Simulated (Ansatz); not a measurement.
**LaTa2GeN3: rattling a relaxed structure**

The cell was found from a structure generator's guess, not taken from experiment.

Method: Ansatz, DFT PBE, scalar-relativistic, plane waves, PAW. Cutoff 420 eV; k points 8×8×8 on the computed 7-atom cell (Γ-centred); Gaussian smearing, width 0.02 eV; no spin polarisation.

The cell below (7 atoms, space group P1 (No. 1)) is relaxed within its symmetry.

```xyz
7
Lattice="5.3069 0.0010 -0.0323 -2.2900 5.2498 0.0240 -0.4785 -2.9922 5.4165" Properties=species:S:1:pos:R:3 pbc="T T T"
La    2.7447   -1.1605    2.8432
Ta    2.5884    1.8560    1.0873
Ta    5.1592   -0.0641    0.1212
Ge   -1.6371    1.7974    3.3997
N     1.3181    0.4113    1.3146
N     3.4598   -1.5974    5.1780
N     1.8804    3.6575    0.8745
```

For the test it was strained at random (σ = 1.5 % a component), the atoms were moved at random (σ = 0.10 Å), and all was relaxed again on a coarse 4×4×4 mesh (in the run’s order of axes) with 0.10 eV smearing, with no symmetry imposed.

These runs have no spin–orbit coupling, which can matter for Ta.

Q: Does it come back?

A: It returns, within 1 meV/atom of the unmoved cell on that mesh and with the same symmetry when read at 0.1 Å. So it is stable against the distortions that fit this cell and that this random move excites. Modes that don't fit the cell aren't tested.
